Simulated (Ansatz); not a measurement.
Hcp Lu (10-10), 6 layers, DFT, PBE, PAW with Ansatz's default frozen-core files, scalar-relativistic (Ansatz 0.2.0), on 2 threads of Arm Neoverse V1 (shared host).

Command: `ansatz run input.yaml --threads 2 --pin off --max-ram 5120MiB --backend cpu --events-out ev --progress --plain --runs-dir out`

```yaml
crystal:
  lattice:
    - [3.5064735808, 0.0, 0.0]
    - [0.0, 5.4754310495, 0.0]
    - [0.0, 0.0, 23.0856]
  atoms:
    - { symbol: Lu, position: [0.75, 0.75, 0.3465358895] }
    - { symbol: Lu, position: [0.25, 0.25, 0.3903827785] }
    - { symbol: Lu, position: [0.25, 0.75, 0.4780765555] }
    - { symbol: Lu, position: [0.75, 0.25, 0.5219234445] }
    - { symbol: Lu, position: [0.75, 0.75, 0.6096172215] }
    - { symbol: Lu, position: [0.25, 0.25, 0.6534641105] }
kpoints:
  mp_grid: { grid: [12, 8, 1] }
scf:
  occupations: { method: fermi_dirac, width: 0.08 }
hamiltonian:
  xc: pbe
  pseudopotentials: { kind: paw }
output:
  forces: true
  stress: true
  eigenvalues: true
  populations: true
efield:
  axis: 3
  amplitude: 0
  dipole_correction: true
```

(1) How large is the problem that the program sets up?

(2) About how long does it take, and how much memory?

Results:

(1) 35 irreducible k-points, 8621 plane waves at Γ, 90 bands.

(2) 2.1 min of wall time for 10 SCF iterations, with a peak of 1.3 GiB. Times on shared machines scatter by tens of per cent.
